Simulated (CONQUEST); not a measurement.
A self-consistent single point of InBi (P4/nmm, 4 atoms in the cell; from Materials Project mp-23313, changed as shown).

```yaml
crystal:
  lattice:
    - [4.86651, 0.00000, 0.00000]
    - [0.00000, 4.86651, 0.00000]
    - [0.00000, 0.00000, 5.17516]
  atoms:
    - { symbol: In, position: [0.50000, 0.50000, 0.00000] }
    - { symbol: In, position: [0.00000, 0.00000, 0.00000] }
    - { symbol: Bi, position: [0.50000, 0.00000, 0.36001] }
    - { symbol: Bi, position: [0.00000, 0.50000, 0.63999] }
```

Computed with LDA (PW92), numerical atomic orbitals double-zeta with polarisation (the shipped basis), PseudoDojo norm-conserving potentials made for LDA in CONQUEST 1.3.

CONQUEST settings:

| setting | value |
|---|---|
| basis | DZP |
| Diag.MPMeshX, Y, Z | 8 8 8 |
| potentials | PseudoDojo norm-conserving LDA |
| Grid.GridCutoff | 140 Ha |
| DM.SolutionMethod | diagon |
| Diag.kT | 0.003675 Ha |
| Diag.GammaCentred | true |
| minE.SCTolerance | 1.0e-06 |
| SC.MaxIters | 100 |
| SC.LinearMixingFactor | 0.3 |
| SC.KerkerPreCondition | true |
| SC.KerkerFactor | 0.3 1/bohr |
| AtomMove.TypeOfRun | static |

Results:

| Quantity | Value |
|---|---|
| Number of valence electrons | 56 |
| Number of bands | 72 |
| Number of k-points after the program's reduction | 341 |
| Size of the basis | 72 |
| Number of SCF iterations | 11 |
| FFT grid | 60 × 60 × 60 |
| Free energy E − TS | -8062.6551 eV |
| Fermi level (on the code's own zero) | -4.50 eV |
| Pressure | -1.13 GPa |
| Largest force (vector length) | 0.262 eV/Å |

Forces (eV/Å):
| atom | Fx | Fy | Fz |
|---|---|---|---|
| In1 | 0.000 | 0.000 | 0.000 |
| In2 | 0.000 | 0.000 | 0.000 |
| Bi3 | 0.000 | 0.000 | 0.262 |
| Bi4 | 0.000 | 0.000 | -0.262 |

Stress (GPa, positive for compression):
```
-1.16   0.00   0.00
 0.00  -1.16   0.00
 0.00   0.00  -1.07
```

For comparison: a first run was changed to give this one (lattice scaled by 0.98), and from it to this one the free energy goes down by 29.0 meV/atom, the pressure goes from -3.51 to -1.13 GPa and the largest force goes from under 0.1 to 0.26 eV/Å.

The program uses no crystal symmetry, so grid and mesh can part values that symmetry would make equal. The atom-centred basis is finite, which shifts total energies, pressures and forces against plane waves. The structure comes from a collection of computed structures, made at another level of theory; the collection holds predicted forms beside known ones. Its lattice was then scaled.

Cost on one core: very roughly 2.0 core-minutes.
